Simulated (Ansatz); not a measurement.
TaN (rock salt)

```
TaN
1.0
    0.00000     4.39630     4.39630
    2.19815     0.00000     2.19815
    2.19815     2.19815     0.00000
N Ta
2 2
Cartesian
  0.00000   0.00000   0.00000
  0.00000   2.19815   2.19815
  2.19815   2.19815   2.19815
  2.19815   4.39630   4.39630
```

Scan: atom 3 (Ta, nearest neighbour N at 2.198 Å; its periodic images, 3.1 Å or more away, move with it) is displaced along Cartesian [111], direction (0.577, 0.577, 0.577) in Cartesian axes, by s. The other atoms stay.

Computed with r2SCAN (plane waves to 500 eV, PAW, scalar-relativistic; Ansatz, an electronic-structure program). k mesh 15×15×15 (Γ-centred), Fermi-Dirac smearing 0.05 eV. E stands for the smeared free energy. With partly filled bands, energies and forces of such displacements shift with the k mesh and the smearing. Spin-orbit coupling is left out, though Ta is heavy. TaN is run without spin polarisation. TaN was relaxed with its symmetry unable to fall. This is a high-temperature form of TaN. The zero of ΔE is the undisplaced structure. The last digit holds for this mesh only.

```csv
s (Å),ΔE (meV/cell)
-0.660,1708.6
-0.528,1023.1
-0.396,540.0
-0.264,230.6
-0.132,57.4
0.000,0.0
0.132,57.4
0.264,230.6
0.396,540.0
0.528,1023.1
0.660,1708.6
```

### Question
What force constant k = d²E/ds² at s = 0 does the table give?

### Answer
6.6 eV/Å². It is the second difference of the nearest points, corrected with the next pair.

### Question
With k = 6.38 eV/Å² from the forces, is the well harmonic out to s = 0.660 Å?

### Answer
½ks² = 1391 meV/cell against the computed 1709 meV/cell, so the well is stiffer than harmonic there.

(For displaced atoms, the force is minus the slope of the energy, and its curvature is a force constant, which sets phonon frequencies.)
